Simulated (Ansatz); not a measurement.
Input and command of a plane-wave DFT calculation in Ansatz:

```yaml
crystal:
  lattice:
    - [4.7737792829, 0.0, 0.0]
    - [-2.3868896415, 4.1342141311, 0.0]
    - [0.0, 0.0, 5.154412847]
  atoms:
    - { symbol: Cs, position: [0.3333333333, 0.6666666667, 0.5] }
    - { symbol: Cs, position: [0.6666666667, 0.3333333333, 0.5] }
    - { symbol: Ga, position: [0.0, 0.0, 0.0] }
basis:
  ecutwfc: 420
kpoints:
  mp_grid: { grid: [6, 6, 4] }
hamiltonian:
  xc: pbe
scf:
  occupations: { method: gaussian, width: 0.1 }
  lower_state_search: "off"
output:
  forces: true
  stress: true
  eigenvalues: true
relax:
  adjacent_minimum: "off"
  f_tol: 0.04
  max_steps: 70
  cell: { stress_tol: 0.4 }
```

```bash
ansatz run input.yaml --threads 1 --pin off --max-ram 2560MiB --backend cpu --events-out ev --progress --plain --runs-dir out
```

Processor: Arm Neoverse V1, 1 thread, on a host shared with other jobs.

Question: How long does it run, and how much memory does it take?

Answer: About 66 s on 1 thread of Arm Neoverse V1, with other jobs on the host, peak memory 0.41 GiB. It solves 20 bands at 21 k points (the mesh reduced by the symmetry that the task leaves, which can be less than the crystal's) with about 3037 plane waves (on the last cell), in 112 SCF iterations over 15 ionic steps.
